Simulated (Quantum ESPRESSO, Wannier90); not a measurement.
**Wannier functions of LiF (rock salt)**

```xyz
2
Lattice="0.0000 2.0417 2.0417 2.0417 0.0000 2.0417 2.0417 2.0417 0.0000" Properties=species:S:1:pos:R:3 pbc="T T T"
Li     0.0000     0.0000     0.0000
F      2.0417     2.0417     2.0417
```

Materials Project entry mp-1138; symmetrised, unrelaxed at this level. COD (Crystallography Open Database) has an entry of this formula and space group (matched by these alone). Method: PBEsol plane waves in Quantum ESPRESSO 7.5 (PseudoDojo norm-conserving files, 68 Ry, no spin polarisation, no spin-orbit coupling), Bloch states on a 10×10×10 mesh through Γ, Wannier90 4.0.1. Density: 14×14×14 mesh, cold smearing 0.01 Ry.

A tight-binding model is made by disentanglement and projection with no localisation steps (num_iter = 0), so the 8 orbitals stay atom-like: hydrogen-like Li: s;p; F: s;p, axes along x, y, z; frozen window up to 10.09 eV relative to the valence-band maximum. It follows pw.x to 1.5 meV rms for states up to 9.6 eV relative to the valence-band maximum. Matrix elements depend on this choice of orbitals and windows.

Task: What are the on-site energies relative to the valence-band maximum, and how fast do the hoppings decay?

Result: 
```
atom  orbitals  energy (eV)
----  --------  -----------
Li1          s        17.18
Li1   pz px py        17.71
F2           s       -18.84
F2    pz px py        -0.68
```

| distance of the centres (Å) | largest modulus (eV) |
|---|---|
| 2–3 | 1.9 |
| 3–4 | 0.027 |
| 4–5 | 0.53 |
| 5–6 | 0.022 |
| 6–7 | 0.037 |
| 7–8 | 0.0028 |
| 8–9 | 0.0082 |
| 9–10 | 0.0017 |
| 10–11 | 0.0013 |
